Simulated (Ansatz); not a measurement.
Starting cell, KF (rock salt):

```
CELL_PARAMETERS angstrom
      0.00000     5.31833     5.31833
      2.65916     2.65916     5.31833
      2.65916     2.65916     0.00000
ATOMIC_POSITIONS crystal
  F  0.00000 0.00000 0.00000
  F  0.50000 0.00000 0.00000
  K  0.00000 0.50000 0.50000
  K  0.50000 0.50000 0.50000
```

The atoms are displaced by Q × the pattern below (from a DFPT mode at X = (0.5, 0.5, 0.0), largest move 1; Q in Å), at fixed cell. (q is in reciprocal vectors of the primitive cell; the cell shown is doubled to hold the pattern.)

| atom | x | y | z |
|---|---|---|---|
| F1 | 0.000 | 0.000 | -1.000 |
| F2 | 0.000 | 0.000 | 1.000 |
| K3 | 0.000 | 0.000 | 0.309 |
| K4 | 0.000 | 0.000 | -0.309 |

All values below come from r2SCAN (plane waves to 500 eV, PAW, scalar-relativistic; Ansatz, a program for electronic structure). k mesh 11×11×11 (Γ-centred), Fermi-Dirac smearing 0.05 eV. Energies are smeared free energies. KF was relaxed with its symmetry unable to fall. The zero of ΔE is the undisplaced structure.

```json
[
 {"Q (Å)": "-0.2800", "ΔE (meV/cell)": "360"},
 {"Q (Å)": "-0.2333", "ΔE (meV/cell)": "235"},
 {"Q (Å)": "-0.1867", "ΔE (meV/cell)": "142"},
 {"Q (Å)": "-0.1400", "ΔE (meV/cell)": "withheld"},
 {"Q (Å)": "-0.0933", "ΔE (meV/cell)": "33"},
 {"Q (Å)": "-0.0467", "ΔE (meV/cell)": "8"},
 {"Q (Å)": "0.0000", "ΔE (meV/cell)": "0"},
 {"Q (Å)": "0.0467", "ΔE (meV/cell)": "8"},
 {"Q (Å)": "0.0933", "ΔE (meV/cell)": "33"},
 {"Q (Å)": "0.1400", "ΔE (meV/cell)": "withheld"},
 {"Q (Å)": "0.1867", "ΔE (meV/cell)": "142"},
 {"Q (Å)": "0.2333", "ΔE (meV/cell)": "235"},
 {"Q (Å)": "0.2800", "ΔE (meV/cell)": "360"}
]
```

### Question
Fit an even polynomial form (powers 2, 4) to the given rows and predict ΔE at Q = 0.1400.

### Answer
Least squares on the 11 given rows: ΔE = (3674)·Q² + (11720)·Q⁴, in meV/cell with Q in Å; root-mean-square residual 0.2 meV/cell. At 0.1400 the fit gives 77 meV/cell; the calculation gives 77 meV/cell, the same to the digits shown. The quadratic term alone would give 72 meV/cell.

(For displaced atoms, the force is minus the slope of the energy, and its curvature is a force constant, which sets phonon frequencies.)
